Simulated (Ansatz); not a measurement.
One crystal and one scan (energy over volume and axial ratio) at two levels, PBE (plane waves to 420 eV, PAW, scalar-relativistic; Ansatz, an electronic-structure program) and r2SCAN (plane waves to 500 eV, PAW, scalar-relativistic; Ansatz), each from its own relaxed cell and on its own mesh. The cell shown is that of PBE.

CsCl (CsCl type)

```
CELL_PARAMETERS angstrom
      4.20527     0.00000     0.00000
      0.00000     4.20527     0.00000
      0.00000     0.00000     4.20527
ATOMIC_POSITIONS crystal
  Cs 0.00000 0.00000 0.00000
  Cl 0.50000 0.50000 0.50000
```

Two coordinates are scanned: the volume, and the ratio of the stretch along z (the conventional c axis) to the stretch across it. Atoms keep their fractional coordinates.

E stands for the smeared free energy. CsCl was relaxed with its symmetry unable to fall. Percentages come from the unrounded values. Both scans cover V/V₀ from 0.960 to 1.040 and (c/a)/(c/a)₀ from 0.880 to 1.120.

Results of PBE:

```
Quantity                                                     Value
-----------------------------------------------------------  -----
Lattice constant a (Å)                                       4.205
Shear modulus C′ = (C11 − C12)/2 (fit, atoms clamped) (GPa)   13.5
```

### Question
What does r2SCAN give for the same quantities?

### Answer
```csv
quantity,r2SCAN,PBE − r2SCAN
Lattice constant a (Å),4.140,+0.065 (+1.6 %)
"Shear modulus C′ = (C11 − C12)/2 (fit, atoms clamped) (GPa)",14.0,-0.5 (-4 %)
```

PBE gives the higher value for: lattice constant a. PBE gives the lower value for: shear modulus C′.

(Under strain, the slope of the energy per volume gives the stress and its curvature an elastic modulus.)
